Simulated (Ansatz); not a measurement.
Molecular dynamics on a 1×1×1 supercell (4 atoms) of CuGaSe2 (ordering on rocksalt), relaxed with r2SCAN. Forces come from r2SCAN in Ansatz 0.2.0: a Langevin thermostat at fixed volume, 800 K, steps of 2 fs. Spin polarisation is off, nuclei are classical, and the run is far too short for thermal averages. The structure comes from a prototype and may be hypothetical.

```yaml
crystal:
  lattice:
    - [1.8586133364, 1.0730709102, 6.0736082073]
    - [-1.8586133364, 1.0730709102, 6.0736082073]
    - [0.0, -2.1461418201, 6.0736082073]
  atoms:
    - { symbol: Cu, position: [1.0, 0.0, 0.0] }
    - { symbol: Ga, position: [0.5, 0.5, 0.5] }
    - { symbol: Se, position: [0.2513530216, 0.2513530216, 0.2513530216] }
    - { symbol: Se, position: [0.7486469784, 0.7486469784, 0.7486469784] }
kpoints:
  mp_grid: { grid: [4, 4, 4] }
hamiltonian:
  xc: r2scan
scf:
  occupations: { method: fermi_dirac, width: 0.069 }
md:
  ensemble: nvt_langevin
  temperature: 800
  timestep: 2.0
  n_steps: 40
  initial_velocities: maxwell_boltzmann
  seed: 8971
```

Run as `ansatz run input.yaml --threads 4 --pin off --max-ram 3686MiB --backend cpu --events-out ev --progress --plain --runs-dir out`. Wall time 3.8 min on 4 threads of Arm Neoverse V1, with other jobs on the host, load about 1.5 per core; peak host memory 0.65 GiB.

| step | t (fs) | T (K) | free energy F from step 0 (meV/atom) | kinetic energy (meV/atom) | largest force (eV/Å) |
| --- | --- | --- | --- | --- | --- |
| 0 | 0 | 600 | 0.0 | 77.6 | 0.09 |
| 1 | 2 | 578 | -0.1 | 74.7 | 0.08 |
| 2 | 4 | 565 | 0.1 | 73.0 | 0.11 |
| 3 | 6 | 454 | 0.5 | 58.6 | 0.17 |
| 4 | 8 | 538 | 1.2 | 69.6 | 0.23 |
| 5 | 10 | 486 | 2.2 | 62.8 | 0.30 |
| 6 | 12 | 523 | 3.6 | 67.6 | 0.37 |
| 7 | 14 | 409 | 5.2 | 52.9 | 0.45 |
| 8 | 16 | 343 | 6.9 | 44.4 | 0.51 |
| 9 | 18 | 423 | 8.8 | 54.7 | 0.57 |
| 10 | 20 | 322 | 10.8 | 41.6 | 0.63 |
| 11 | 22 | 349 | 13.2 | 45.1 | 0.70 |
| 12 | 24 | 332 | 15.8 | 42.9 | 0.76 |
| 13 | 26 | 309 | 18.4 | 39.9 | 0.83 |
| 14 | 28 | 259 | 20.8 | 33.5 | 0.89 |
| 15 | 30 | 257 | 23.0 | 33.2 | 0.94 |
| 16 | 32 | 290 | 24.9 | 37.4 | 0.98 |
| 17 | 34 | 388 | 26.7 | 50.2 | 1.02 |
| 18 | 36 | 361 | 28.4 | 46.7 | 1.07 |
| 19 | 38 | 330 | 29.6 | 42.7 | 1.10 |
| 20 | 40 | 469 | 30.5 | 60.6 | 1.13 |
| 21 | 42 | 488 | 31.5 | 63.1 | 1.17 |
| 22 | 44 | 493 | 32.7 | 63.7 | 1.21 |
| 23 | 46 | 593 | 33.8 | 76.6 | 1.25 |
| 24 | 48 | 565 | 34.7 | 73.0 | 1.29 |
| 25 | 50 | 538 | 35.9 | 69.6 | 1.33 |
| 26 | 52 | 453 | 37.7 | 58.5 | 1.38 |
| 27 | 54 | 434 | 39.7 | 56.1 | 1.44 |
| 28 | 56 | 414 | 41.9 | 53.5 | 1.49 |
| 29 | 58 | 376 | 43.5 | 48.5 | 1.53 |
| 30 | 60 | 284 | 43.5 | 36.7 | 1.52 |
| 31 | 62 | 341 | 42.3 | 44.1 | 1.49 |
| 32 | 64 | 320 | 40.3 | 41.4 | 1.44 |
| 33 | 66 | 315 | 38.0 | 40.7 | 1.38 |
| 34 | 68 | 348 | 35.9 | 44.9 | 1.32 |
| 35 | 70 | 315 | 34.0 | 40.7 | 1.25 |
| 36 | 72 | 371 | 32.3 | 47.9 | 1.17 |
| 37 | 74 | 315 | 30.6 | 40.7 | 1.10 |
| 38 | 76 | 389 | 29.3 | 50.2 | 1.02 |
| 39 | 78 | 416 | 28.3 | 53.7 | 0.94 |
| 40 | 80 | 310 | 27.6 | 40.0 | 0.88 |

The temperature starts at 600 K, is lowest at step 15 (257 K, 30 fs) and ends at 310 K. The thermostat hasn't had time to restore it. The atoms start on their lattice sites with kinetic energy alone, so much of it first passes into potential energy. The first value is 3/4 of the setting, since velocities are drawn without the motion of the centre of mass and T is counted over all atoms. By the last step the atoms have moved 0.17 Å in the root mean square, the drift of the whole cell taken out, 0.25 Å at most.

Positions (Å) and forces (eV/Å) at step 40:
```
Cu   1.806   1.187   6.152     0.079   0.144  -0.113
Ga   0.070   0.112   9.153    -0.135  -0.158  -0.315
Se   0.116  -0.089   4.476    -0.120   0.348   0.798
Se  -0.120   0.265  13.648     0.176  -0.333  -0.370
```
